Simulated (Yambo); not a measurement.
G0W0@PBEsol for KScS$_{2}$O$_{8}$ (space group C2/m, No. 12) in Yambo (2×2×1 mesh, 7 Ry block, plasmon pole, screening fixed), without a terminator:

```json
[
 {"bands N in G": "111", "gap (-0.5, -0.5, 0) → (-0.5, -0.5, 0) (eV)": "8.124", "shift of the valence edge (eV)": "-0.758"},
 {"bands N in G": "182", "gap (-0.5, -0.5, 0) → (-0.5, -0.5, 0) (eV)": "8.109", "shift of the valence edge (eV)": "-1.008"},
 {"bands N in G": "277", "gap (-0.5, -0.5, 0) → (-0.5, -0.5, 0) (eV)": "8.094", "shift of the valence edge (eV)": "-1.176"}
]
```

### Question
Extrapolate both columns to infinite N with E(N) = E∞ + A/N, test the form, and compare with the terminator.

### Answer
From two points, E∞ = (N2 E2 − N1 E1)/(N2 − N1). The two largest N give 8.07 eV for the gap and -1.50 eV for the shift; the two smallest give 8.09 eV and -1.40 eV. For the gap the slopes A are 4.3 and 8.0 eV: the form isn't reached, and its limit is uncertain. For the shift the slopes A are 71 and 89 eV: the form isn't reached, and its limit is uncertain. With the Bruneval-Gonze terminator and 277 bands the run gives 8.00 eV and -1.39 eV, 0.06 eV and 0.11 eV from the extrapolated values: the terminator too is an estimate of the remainder. Block, mesh and the bands in W are held fixed.

Geometry of the Materials Project entry, not relaxed at this level; primitive cell a = 5.044 Å, b = 5.044 Å, c = 8.183 Å, α = 93.94°, β = 93.94°, γ = 64.31°.

The structure is a Materials Project entry; no match was found in the copy of COD used, and its stability was not checked.

A shift is the quasiparticle energy of the state minus its PBEsol energy.
